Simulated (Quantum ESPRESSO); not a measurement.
## Mg3FSClSe (one run as intended and one with a planted mistake)

A calculation, not a measurement. The program is pw.x of Quantum ESPRESSO 7.5 (plane-wave density functional theory). The cell is made up: 7 atoms on a wurtzite lattice with one site empty, with randomly drawn elements, strain and displacements, not relaxed. PseudoDojo standard norm-conserving files (v0.5 for PBE, v0.4.1 for LDA and PBEsol) set the functional; there is no spin polarisation, spin-orbit coupling or dispersion term, and the masses in the input are unused placeholders.

Intended input:

```
&control calculation='scf', pseudo_dir='./dojo.nc.sr.pbe.v0_5.standard.upf', outdir='./o', disk_io='medium', tprnfor=.true., tstress=.true. /
&system ibrav=0, nat=7, ntyp=5, nbnd=39, ecutwfc=85.99341389, nosym=.true., tot_charge=0,
 occupations='smearing', smearing='fd', degauss=0.0018374661
/
&electrons conv_thr=7.350e-09, electron_maxstep=60, /
ATOMIC_SPECIES
Cl 1.0 Cl.upf
F 1.0 F.upf
Mg 1.0 Mg.upf
S 1.0 S.upf
Se 1.0 Se.upf
CELL_PARAMETERS angstrom
3.8056 0.0146 -0.0199
0.0253 6.5548 0.0483
-0.0325 0.0455 6.1633
ATOMIC_POSITIONS angstrom
Mg -0.0576 -0.161 -0.0743
Mg 1.9322 3.06 0.1224
Mg -0.1643 4.124 3.2756
F 0.0649 -0.0278 2.1612
S 2.0234 3.3515 2.3394
Cl 1.9852 1.343 5.3398
Se 0.0156 4.4495 5.3702
K_POINTS automatic
5 4 4 1 1 1
```

The log is shortened where brackets say so; the opening notice, blank lines, dates and the lines on written files are dropped, and the path of the files is cut. It prints rydbergs, bohrs and kilobars, and counts compression as positive stress. Where no state is partly filled, the Fermi energy that it prints is only some level between the filled and the empty states on the mesh, and need not lie in the true gap.

Log of the intended run:

```
     Program PWSCF v.7.5
     Parallel version (MPI & OpenMP), running on       1 processor cores
     Number of MPI processes:                 1
     Threads/MPI process:                     1
     [start-up lines left out]
     bravais-lattice index     =            0
     lattice parameter (alat)  =       7.1917  a.u.
     unit-cell volume          =    1037.4098 (a.u.)^3
     number of atoms/cell      =            7
     number of atomic types    =            5
     number of electrons       =        66.00
     number of Kohn-Sham states=           39
     kinetic-energy cutoff     =      85.9934  Ry
     charge density cutoff     =     343.9737  Ry
     scf convergence threshold =      7.3E-09
     mixing beta               =       0.7000
     number of iterations used =            8  plain     mixing
     Exchange-correlation= PBE
                           (   1   4   3   4   0   0   0)
     [axes and pseudopotential details left out]
   Cartesian axes
     site n.     atom                  positions (alat units)
         1        Mg     tau(   1) = (  -0.0151353  -0.0423052  -0.0195234  )
         2        Mg     tau(   2) = (   0.5077148   0.8040613   0.0321625  )
         3        Mg     tau(   3) = (  -0.0431723   1.0836434   0.8607135  )
         4        F      tau(   4) = (   0.0170535  -0.0073049   0.5678880  )
         5        S      tau(   5) = (   0.5316790   0.8806573   0.6147127  )
         6        Cl     tau(   6) = (   0.5216413   0.3528936   1.4031132  )
         7        Se     tau(   7) = (   0.0040991   1.1691734   1.4111013  )
     number of k points=    40  Fermi-Dirac smearing, width (Ry)=  0.0018
                       cart. coord. in units 2pi/alat
        k(    1) = (   0.1001309   0.0716191   0.0771836), wk =   0.0500000
        k(    2) = (   0.1009426   0.0704784   0.2315649), wk =   0.0500000
     [further k points left out]
     Dense  grid:   111783 G-vectors     FFT dimensions: (  45,  75,  72)
     Estimated max dynamical RAM per process >     145.55 MB
     Initial potential from superposition of free atoms
     starting charge      65.9975, renormalised to      66.0000
     Starting wfcs are   36 randomized atomic wfcs +    3 random wfcs
     total cpu time spent up to now is       17.3 secs
     per-process dynamical memory:   104.8 Mb
     Self-consistent Calculation
     iteration #  1     ecut=    85.99 Ry     beta= 0.70
     Davidson diagonalization with overlap
     ethr =  1.00E-02,  avg # of iterations =  6.5
     total cpu time spent up to now is       71.3 secs
     total energy              =    -703.08681987 Ry
     estimated scf accuracy    <       0.70606411 Ry
     iteration #  2     ecut=    85.99 Ry     beta= 0.70
     Davidson diagonalization with overlap
     ethr =  1.07E-03,  avg # of iterations =  4.8
     total cpu time spent up to now is      117.0 secs
     total energy              =    -703.14374177 Ry
     estimated scf accuracy    <       0.72342317 Ry
     [iterations 3 to 9 left out]
     iteration # 10     ecut=    85.99 Ry     beta= 0.70
     Davidson diagonalization with overlap
     ethr =  2.92E-11,  avg # of iterations =  4.0
     total cpu time spent up to now is      446.0 secs
     total energy              =    -703.34419119 Ry
     estimated scf accuracy    <       0.00000002 Ry
     iteration # 11     ecut=    85.99 Ry     beta= 0.70
     Davidson diagonalization with overlap
     ethr =  2.67E-11,  avg # of iterations =  2.0
     total cpu time spent up to now is      492.5 secs
     End of self-consistent calculation
     [lines on levels left out]
     the Fermi energy is     6.3006 ev
!    total energy              =    -703.34419119 Ry
     estimated scf accuracy    <          7.2E-10 Ry
     smearing contrib. (-TS)   =      -0.00000000 Ry
     internal energy E=F+TS    =    -703.34419119 Ry
     The total energy is F=E-TS. E is the sum of the following terms:
     one-electron contribution =    -565.69746562 Ry
     hartree contribution      =     285.68529645 Ry
     xc contribution           =    -123.00081111 Ry
     ewald contribution        =    -300.33121091 Ry
     convergence has been achieved in  11 iterations
     Forces acting on atoms (cartesian axes, Ry/au):
     atom    1 type  3   force =     0.01345971    0.14460597    0.15359160
     atom    2 type  3   force =    -0.00268676    0.15979290    0.08293127
     atom    3 type  3   force =     0.14984315    0.07287299   -0.14222409
     atom    4 type  2   force =    -0.00620933   -0.02927830   -0.06678166
     atom    5 type  4   force =    -0.16098795   -0.07015526   -0.03772358
     atom    6 type  1   force =    -0.01123113   -0.17763962   -0.09465741
     atom    7 type  5   force =     0.01781231   -0.10019868    0.10486387
     Total force =     0.474031     Total SCF correction =     0.000107
     Computing stress (Cartesian axis) and pressure
          total   stress  (Ry/bohr**3)                   (kbar)     P=      151.03
   0.00078441   0.00012885   0.00032935          115.39       18.95       48.45
   0.00012885   0.00131387   0.00076783           18.95      193.28      112.95
   0.00032935   0.00076783   0.00098172           48.45      112.95      144.42
     init_run     :     16.46s CPU     17.07s WALL (       1 calls)
     electrons    :    457.70s CPU    475.30s WALL (       1 calls)
     forces       :      6.39s CPU      6.50s WALL (       1 calls)
     stress       :     22.68s CPU     22.86s WALL (       1 calls)
     [timing details left out]
     PWSCF        :   8m23.60s CPU   8m42.36s WALL
     JOB DONE.
```

A second run has one planted mistake: the plane-wave cutoff is too low. The input lines that differ, file-writing options aside:

```
- &system ibrav=0, nat=7, ntyp=5, nbnd=39, ecutwfc=85.99341389, nosym=.true., tot_charge=0,
+ &system ibrav=0, nat=7, ntyp=5, nbnd=39, ecutwfc=61.07737346, nosym=.true., tot_charge=0,
```

Its log:

```
     Program PWSCF v.7.5
     Parallel version (MPI & OpenMP), running on       1 processor cores
     Number of MPI processes:                 1
     Threads/MPI process:                     1
     [start-up lines left out]
     bravais-lattice index     =            0
     lattice parameter (alat)  =       7.1917  a.u.
     unit-cell volume          =    1037.4098 (a.u.)^3
     number of atoms/cell      =            7
     number of atomic types    =            5
     number of electrons       =        66.00
     number of Kohn-Sham states=           39
     kinetic-energy cutoff     =      61.0774  Ry
     charge density cutoff     =     244.3095  Ry
     scf convergence threshold =      7.3E-09
     mixing beta               =       0.7000
     number of iterations used =            8  plain     mixing
     Exchange-correlation= PBE
                           (   1   4   3   4   0   0   0)
     [axes and pseudopotential details left out]
   Cartesian axes
     site n.     atom                  positions (alat units)
         1        Mg     tau(   1) = (  -0.0151353  -0.0423052  -0.0195234  )
         2        Mg     tau(   2) = (   0.5077148   0.8040613   0.0321625  )
         3        Mg     tau(   3) = (  -0.0431723   1.0836434   0.8607135  )
         4        F      tau(   4) = (   0.0170535  -0.0073049   0.5678880  )
         5        S      tau(   5) = (   0.5316790   0.8806573   0.6147127  )
         6        Cl     tau(   6) = (   0.5216413   0.3528936   1.4031132  )
         7        Se     tau(   7) = (   0.0040991   1.1691734   1.4111013  )
     number of k points=    40  Fermi-Dirac smearing, width (Ry)=  0.0018
                       cart. coord. in units 2pi/alat
        k(    1) = (   0.1001309   0.0716191   0.0771836), wk =   0.0500000
        k(    2) = (   0.1009426   0.0704784   0.2315649), wk =   0.0500000
     [further k points left out]
     Dense  grid:    66859 G-vectors     FFT dimensions: (  36,  64,  60)
     Estimated max dynamical RAM per process >      88.55 MB
     Check: negative core charge=   -0.000002
     Initial potential from superposition of free atoms
     starting charge      65.9975, renormalised to      66.0000
     Starting wfcs are   36 randomized atomic wfcs +    3 random wfcs
     total cpu time spent up to now is        6.8 secs
     per-process dynamical memory:    55.4 Mb
     Self-consistent Calculation
     iteration #  1     ecut=    61.08 Ry     beta= 0.70
     Davidson diagonalization with overlap
     ethr =  1.00E-02,  avg # of iterations =  6.5
     total cpu time spent up to now is       27.3 secs
     total energy              =    -702.90465113 Ry
     estimated scf accuracy    <       0.70709051 Ry
     iteration #  2     ecut=    61.08 Ry     beta= 0.70
     Davidson diagonalization with overlap
     ethr =  1.07E-03,  avg # of iterations =  4.6
     total cpu time spent up to now is       46.6 secs
     total energy              =    -702.96491940 Ry
     estimated scf accuracy    <       0.69437242 Ry
     [iterations 3 to 9 left out]
     iteration # 10     ecut=    61.08 Ry     beta= 0.70
     Davidson diagonalization with overlap
     ethr =  2.40E-11,  avg # of iterations =  4.0
     total cpu time spent up to now is      229.1 secs
     total energy              =    -703.15822406 Ry
     estimated scf accuracy    <       0.00000002 Ry
     iteration # 11     ecut=    61.08 Ry     beta= 0.70
     Davidson diagonalization with overlap
     ethr =  2.40E-11,  avg # of iterations =  2.0
     total cpu time spent up to now is      247.3 secs
     End of self-consistent calculation
     [lines on levels left out]
     the Fermi energy is     6.2933 ev
!    total energy              =    -703.15822406 Ry
     estimated scf accuracy    <          6.1E-10 Ry
     smearing contrib. (-TS)   =      -0.00000000 Ry
     internal energy E=F+TS    =    -703.15822406 Ry
     The total energy is F=E-TS. E is the sum of the following terms:
     one-electron contribution =    -565.10939865 Ry
     hartree contribution      =     285.20389765 Ry
     xc contribution           =    -122.92151215 Ry
     ewald contribution        =    -300.33121092 Ry
     convergence has been achieved in  11 iterations
     Forces acting on atoms (cartesian axes, Ry/au):
     atom    1 type  3   force =     0.01386498    0.14442178    0.15290490
     atom    2 type  3   force =    -0.00327575    0.16054425    0.08307262
     atom    3 type  3   force =     0.15034488    0.07273800   -0.14199400
     atom    4 type  2   force =    -0.00603374   -0.02911319   -0.06594114
     atom    5 type  4   force =    -0.16118303   -0.07046378   -0.03770811
     atom    6 type  1   force =    -0.01128036   -0.17803303   -0.09505633
     atom    7 type  5   force =     0.01756302   -0.10009404    0.10472206
     Total force =     0.474262     Total SCF correction =     0.000110
     Computing stress (Cartesian axis) and pressure
          total   stress  (Ry/bohr**3)                   (kbar)     P=      -96.98
  -0.00089859   0.00012970   0.00032640         -132.19       19.08       48.01
   0.00012970  -0.00037481   0.00076598           19.08      -55.14      112.68
   0.00032640   0.00076598  -0.00070445           48.01      112.68     -103.63
     init_run     :      6.25s CPU      6.70s WALL (       1 calls)
     electrons    :    230.85s CPU    240.50s WALL (       1 calls)
     forces       :      3.03s CPU      3.07s WALL (       1 calls)
     stress       :      9.06s CPU      9.11s WALL (       1 calls)
     [timing details left out]
     PWSCF        :   4m 9.33s CPU   4m19.61s WALL
     JOB DONE.
```

|  | intended run | run with the mistake |
| --- | --- | --- |
| free energy (eV) | -9569.485 | -9566.955 |
| smearing term -TS (eV) | 0.0000 | 0.0000 |
| pressure (GPa) | 15.10 | -9.70 |
| largest force component (eV/Å) | 4.567 | 4.577 |
| largest change of a force component (eV/Å) |  | 0.022 |
| iterations | 11 | 11 |

For scale, a rerun of the intended cell at 1467 eV and a 7 x 6 x 6 mesh moved values by no more than 0.002 eV in energy, 0.04 GPa in stress and 0.009 eV/Å in force.